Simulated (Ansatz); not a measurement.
GaSb (zinc blende)

```
GaSb
1.0
    0.00000     3.10675     3.10675
    3.10675     0.00000     3.10675
    3.10675     3.10675     0.00000
Sb Ga
1 1
Cartesian
  4.66013   4.66013   4.66013
  0.00000   0.00000   0.00000
```

In this cell atom 1 (Sb, nearest neighbour Ga at 2.691 Å; its periodic images, 4.4 Å or more away, move with it) is moved by s along Cartesian z, unit vector (0.000, 0.000, 1.000); all other atoms and the cell stay fixed.

The numbers are results of PBE (plane waves to 420 eV, PAW, scalar-relativistic; Ansatz, an electronic-structure program), not measurements. k mesh 11×11×11 (Γ-centred), Fermi-Dirac smearing 0.05 eV. E stands for the smeared free energy. Compression counts positive. With partly filled bands, energies and forces of such displacements shift with the k mesh and the smearing. F∥ is the force on the atom along that direction. At this level the bands of GaSb touch or barely overlap; measurements give the solid a gap. GaSb was relaxed with its symmetry unable to fall. Spin-orbit coupling is left out, though Sb is heavy. ΔE is measured from the undisplaced structure.

| s (Å) | F∥ (eV/Å) | P (GPa) | ΔE (eV/cell) |
|---|---|---|---|
| -0.540 | 3.053 | 4.9 | 0.928 |
| -0.432 | 2.655 | 3.3 | 0.619 |
| -0.324 | ___ | 1.9 | ___ |
| -0.216 | 1.481 | 0.9 | 0.163 |
| -0.108 | 0.763 | 0.2 | 0.042 |
| 0.000 | 0.000 | 0.0 | 0.000 |
| 0.108 | -0.763 | 0.2 | 0.042 |
| 0.216 | -1.481 | 0.9 | 0.163 |
| 0.324 | ___ | 1.9 | ___ |
| 0.432 | -2.655 | 3.3 | 0.619 |
| 0.540 | -3.053 | 4.9 | 0.928 |

Some entries are withheld; supply them.


- -0.324, F∥ (eV/Å): 2.134
- -0.324, ΔE (eV/cell): 0.359
- 0.324, F∥ (eV/Å): -2.134
- 0.324, ΔE (eV/cell): 0.359

(A displaced cell: forces are minus the slopes of the energy, force constants its curvatures, and phonons follow from these.)
